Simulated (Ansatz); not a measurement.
Y2N (anti-CdI2 type, space group No. 164) at seven volumes, DFT-r²SCAN in the program Ansatz with PAW potentials, shape and atoms relaxed at each. One row is withheld.

| V (Å³/atom) | P (GPa) |
|---|---|
| 19.354 | 8.81 |
| 19.992 | 5.45 |
| 20.631 | 2.53 |
| 21.269 | 0.00 |
| 21.907 | -2.17 |
| 22.545 | ? |
| 23.183 | -5.58 |

**Question.** Fit the shown pressures and predict the withheld one.

**Answer.** P = (3/2)B₀(x^(7/2) − x^(5/2))[1 + (3/4)(B′ − 4)(x − 1)] with x = (V₀/V)^(2/3). Least squares on the six rows gives V₀ = 21.272 Å³/atom, B₀ = 77.3 GPa, B′ = 4.02. At V = 22.545, x = 0.9620 and P = -4.00 GPa. The run itself gave -4.02 GPa.

Space group P-3m1 (anti-CdI2 type). The cell is a constructed one: a structure type filled with these elements; neither database checked (COD, Materials Project) lists it. Its standing as an ambient phase is unchecked. Symmetry was held in the r²SCAN relaxation; its stability against distortions is not shown here. No spin polarisation was allowed.

Potentials: the later of the program's two PAW sets.
